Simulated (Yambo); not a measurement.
Optical response of CsCl at +2 % isotropic strain

```
CsCl
1.0
    4.14678     0.00000     0.00000
    0.00000     4.14678     0.00000
    0.00000     0.00000     4.14678
Cl Cs
1 1
Cartesian
  2.07339   2.07339   2.07339
  0.00000   0.00000   0.00000
```

Yambo, RPA with local fields on PBEsol bands shifted by a G0W0 scissor of 2.66 eV; 10×10×10 mesh, 48 bands, 4 Ry local-field block, 0.2 eV broadening; field along x.

| E (eV) | Im ε | Re ε | Im ε, independent particles |
|---|---|---|---|
| 0.0 | 0.00 | 2.35 | 0.00 |
| 0.6 | 0.00 | 2.36 | 0.00 |
| 1.2 | 0.00 | 2.37 | 0.01 |
| 1.9 | 0.01 | 2.39 | 0.01 |
| 2.5 | 0.01 | 2.41 | 0.01 |
| 3.1 | 0.01 | 2.45 | 0.02 |
| 3.8 | 0.02 | 2.49 | 0.02 |
| 4.4 | 0.02 | 2.55 | 0.03 |
| 5.0 | 0.03 | 2.63 | 0.04 |
| 5.6 | 0.04 | 2.73 | 0.05 |
| 6.2 | 0.05 | 2.88 | 0.07 |
| 6.9 | 0.09 | 3.09 | 0.11 |
| 7.5 | 0.18 | 3.44 | 0.23 |
| 8.1 | 0.62 | 3.84 | 0.78 |
| 8.8 | 1.30 | 4.31 | 1.79 |
| 9.4 | 2.82 | 3.93 | 3.76 |
| 10.0 | 3.41 | 2.32 | 3.75 |
| 10.6 | 2.06 | 1.77 | 2.47 |
| 11.2 | 2.55 | 2.38 | 4.04 |
| 11.9 | 2.70 | 0.90 | 2.82 |
| 12.5 | 1.62 | 0.77 | 1.69 |
| 13.1 | 1.25 | 1.03 | 1.44 |
| 13.8 | 0.90 | 1.48 | 1.45 |
| 14.4 | 1.28 | 1.96 | 3.00 |
| 15.0 | 1.86 | 1.78 | 3.77 |
| 15.6 | 1.98 | 1.62 | 4.17 |
| 16.2 | 1.97 | 1.06 | 3.67 |
| 16.9 | 1.72 | 0.76 | 3.28 |
| 17.5 | 1.72 | 0.86 | 3.55 |
| 18.1 | 1.58 | 0.51 | 2.19 |
| 18.8 | 1.31 | 0.84 | 1.61 |
| 19.4 | 1.99 | 0.58 | 1.05 |
| 20.0 | 1.25 | 0.00 | 1.02 |

Structure narrower than a few tenths of an eV can come from the finite k mesh. Convergence of the RPA response with its 10×10×10 mesh was not tested. The scissor comes from a G0W0 run whose convergence isn't established. No excitonic effects at this level.

Geometry strained from the cell relaxed with PBEsol, atoms relaxed again.
